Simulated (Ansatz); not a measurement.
Given:

MoPd:
```
CELL_PARAMETERS angstrom
      0.00000     2.60686     2.60686
      2.60686     0.00000     2.60686
      2.60686     2.60686     0.00000
ATOMIC_POSITIONS crystal
  Pd 0.00000 0.00000 0.00000
  Mo 0.50000 0.50000 0.50000
```

This is the PBE-relaxed structure.

### Question
All from PBE in the plane-wave PAW code Ansatz, unless another level is named. Estimate the formation energy from the elements (no fitted shifts).

### Answer
1.10 eV/atom.

### Question
Next, the density of states at the Fermi level?

### Answer
1.7 states/eV per atom (mean over ±0.08 eV).

Space group Fm-3m (rock salt). The start of the workflow was typed in or built on a structure type; neither database checked (COD, Materials Project) lists it. Its standing as an ambient phase is unchecked. The cell was relaxed with PBE under the symmetry of its start; its stability against distortions is not shown here. No spin polarisation was allowed. The volume moved by 17 % from the start of the relaxation. Its formation energy is positive at this level, so the cell may be metastable or incomplete. The references are the lowest solids computed at this level, not always the standard phases. Scalar-relativistic: spin–orbit coupling is off unless named, which matters more the heavier the elements.

Potentials: the earlier of the program's two PAW sets.
